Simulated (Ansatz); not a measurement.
Relaxed Mo (bcc, W type):

```xyz
2
Lattice="-3.1608 3.1608 3.1608 1.5804 -1.5804 1.5804 1.5804 1.5804 -1.5804" Properties=species:S:1:pos:R:3 pbc="T T T"
Mo     0.0000     0.0000     0.0000
Mo    -1.5804     1.5804     1.5804
```

Scan: atom 1 (Mo, nearest neighbour Mo at 2.737 Å; its periodic images, 2.7 Å or more away, move with it) is displaced along Cartesian [110], direction (0.707, 0.707, 0.000) in Cartesian axes, by s. The other atoms stay.

Computed with PBE (plane waves to 420 eV, PAW, scalar-relativistic; Ansatz, a program for electronic structure). k mesh 17×17×17 (Γ-centred), Fermi-Dirac smearing 0.05 eV. The energy includes the smearing's −TS. Stress and pressure are positive under compression. With partly filled bands, energies and forces of such displacements shift with the k mesh and the smearing. Mo is run without spin polarisation. Mo was relaxed with its symmetry unable to fall. The PAW data are Ansatz's earlier set. The zero of ΔE is the undisplaced structure.

```
s (Å)   P (GPa)  ΔE (meV/cell)
------  -------  -------------
-0.270      4.0              …
-0.216      2.6              …
-0.162      1.5             84
-0.108      0.7              …
-0.054      0.2              9
0.000       0.1              0
0.054       0.2              9
0.108       0.7              …
0.162       1.5             84
0.216       2.6              …
0.270       4.0              …
```

**Question.** Some entries are withheld; supply them.

**Answer.** 
- -0.270, ΔE (meV/cell): 239
- -0.216, ΔE (meV/cell): 151
- -0.108, ΔE (meV/cell): 37
- 0.108, ΔE (meV/cell): 37
- 0.216, ΔE (meV/cell): 151
- 0.270, ΔE (meV/cell): 239

(A displaced cell: forces are minus the slopes of the energy, force constants its curvatures, and phonons follow from these.)
